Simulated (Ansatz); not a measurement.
SrCd₂Ge₂ in space group I4/mmm (No. 139; Sr on 2a, Ge on 4e, Cd on 4d) under volume change, PBEsol (plane waves, PAW; program Ansatz), shape and atoms relaxed at each volume.

| V (Å³/atom) | E − E(relaxed) (meV/atom) | P (GPa) |
|---|---|---|
| 21.134 | [?] | [?] |
| 21.831 | 16.1 | 3.92 |
| 22.527 | 3.8 | 1.79 |
| 23.224 | 0.0 | 0.00 |
| 23.921 | 3.4 | -1.51 |
| 24.618 | [?] | [?] |
| 25.314 | 27.4 | -3.87 |

Problem. Fill in the missing entries.

Solution. 
- 24.618, E − E(relaxed) (meV/atom): 12.8
- 24.618, P (GPa): -2.79
- 21.134, E − E(relaxed) (meV/atom): 38.4
- 21.134, P (GPa): 6.43

Problem. What does a third-order Birch–Murnaghan fit give for V₀, B₀ and B′?

Solution. V₀ = 23.22 Å³/atom, B₀ = 54.8 GPa, B′ = 4.6.

The workflow started from an entry of the Crystallography Open Database (COD). Its standing as an ambient phase is unchecked. The PBEsol relaxation kept the symmetry of its start; whether a distortion lowers the energy is not shown.

Potentials: the later of the program's two PAW sets.
